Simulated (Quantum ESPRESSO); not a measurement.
# Kohn-Sham bands of PbIF (P4/nmm)

```xyz
6
Lattice="4.2359 0.0000 0.0000 0.0000 4.2359 0.0000 0.0000 0.0000 9.4597" Properties=species:S:1:pos:R:3 pbc="T T T"
Pb     0.0000     2.1179    -1.4877
Pb     2.1179     0.0000     1.4877
I      2.1179     0.0000    -3.1044
I      0.0000     2.1179     3.1044
F      0.0000     0.0000     0.0000
F      2.1179     2.1179     0.0000
```

Structure: Materials Project mp-22969, symmetrised, not relaxed again. COD (Crystallography Open Database) has an entry of this formula and space group (matched by these alone). Level: PBEsol, no spin polarisation, no spin-orbit coupling; pw.x of Quantum ESPRESSO at 68 Ry with PseudoDojo potentials, 4×4×4 k-points, Wannier90. Density: 8×8×4 mesh, cold smearing 0.01 Ry. Spin-orbit coupling is left out although heavy elements are present.

Energies are relative to the valence-band maximum; weights are on the orthonormalised atomic waves of the pseudopotential files, averaged over the group. 56 electrons a cell are treated as valence.

Task: Into which isolated groups do the bands fall, where do they lie and what are they made of?

Result: 
```
bands  from (eV)  to (eV)  filling           weight on atomic waves
-----  ---------  -------  -------  -------------------------------
1–2       -22.19   -21.84   filled             F 2s 93 %, Pb 6p 5 %
3–12      -15.97   -15.83   filled                      Pb 5d 100 %
13–14     -11.62   -10.87   filled             I 5s 91 %, Pb 6p 6 %
15–16      -7.58    -6.48   filled  Pb 6s 73 %, F 2p 17 %, I 5p 5 %
17–28      -4.65     0.00   filled  F 2p 43 %, I 5p 43 %, Pb 6p 9 %
29–34       1.97     5.50    empty  Pb 6p 74 %, I 5p 11 %, F 2p 6 %
```

The Kohn-Sham gap over both meshes and the path is 1.97 eV.
